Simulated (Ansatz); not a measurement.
BeS:
```cif
data_Be3S3
_chemical_formula_sum 'Be3 S3'
_space_group_name_H-M_alt 'P6422'
_space_group_IT_number 181
_space_group_name_Hall 'P 64 2 (0 0 2)'
_cell_length_a 3.45196
_cell_length_b 3.45196
_cell_length_c 7.81125
_cell_angle_alpha 90.000
_cell_angle_beta 90.000
_cell_angle_gamma 120.000
loop_
_atom_site_label
_atom_site_type_symbol
_atom_site_symmetry_multiplicity
_atom_site_Wyckoff_symbol
_atom_site_fract_x
_atom_site_fract_y
_atom_site_fract_z
_atom_site_occupancy
Be1 Be 3 c 0.50000 0.00000 0.00000 1
S1 S 3 d 0.50000 0.00000 0.50000 1
```

Relaxed at zero pressure with PBE (plane waves, PAW; program Ansatz).

The volume is lowered by 9 % and shape and atoms relax at that volume. What pressure results, and how do the axes share the change?

11.3 GPa; a -3.2 %, b -3.2 %, c -2.9 %; the energy rises by 39 meV/atom.

Give the new structure.


Space group P6₄22 (No. 181); a = b = 3.342 Å, c = 7.583 Å, α = β = 90.00°, γ = 120.00°

```tsv
atom	site	symmetry	x	y	z
Be	3c	222	0.5000	0.0000	0.0000
S	3d	222	0.5000	0.0000	0.5000
```

The phase is kept; no other phase was compared at this pressure.

Space group P6_422. The start of the workflow was typed in or built on a structure type; neither database checked (COD, Materials Project) lists it. COD files the formula under space group No. 216, so this cell is another polymorph or a model. Its standing as an ambient phase is unchecked. The PBE relaxation kept the symmetry of its start; whether a distortion lowers the energy is not shown.

Potentials: the later of the program's two PAW sets.
